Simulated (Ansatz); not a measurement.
SnTeO3:
```xyz
10
Lattice="2.6662 1.5393 9.3091 -2.6662 1.5393 9.3091 0.0000 -3.0786 9.3091" Properties=species:S:1:pos:R:3 pbc="T T T"
Sn     0.0000     0.0000    20.0354
Sn     0.0000     0.0000     6.0719
Te     0.0000     0.0000    26.7220
Te     0.0000     0.0000    12.7584
O     -0.9487     1.7463    16.5277
O      1.9867    -0.0515    16.5277
O     -1.0380    -1.6948    16.5277
O      0.6795     1.4878    11.8732
O      0.9487    -1.3323    11.8732
O     -1.6282    -0.1554    11.8732
```

Relaxed with r²SCAN.

Q: Give the Bader charges and basin volumes of the independent atoms, the program Ansatz at the r²SCAN level (PAW).

A: 

| atom | Bader charge (e) | Bader volume (Å³) |
|---|---|---|
| Sn1 | +1.45 | 29.1 |
| Te3 | +2.32 | 24.7 |
| O5 | -1.25 | 19.0 |

Space group R3c. The start of the workflow was typed in or built on a structure type; neither database checked (COD, Materials Project) lists it. Its standing as an ambient phase is unchecked. The cell was relaxed with r²SCAN under the symmetry of its start; its stability against distortions is not shown here. The volume moved by 82 % from the start of the relaxation. Spin–orbit coupling is left out wherever it is not named.

Potentials: the earlier of the program's two PAW sets. The files were generated under PBE; for other functionals the program regenerates the frozen cores, and for LDA and PBEsol the local potential too.
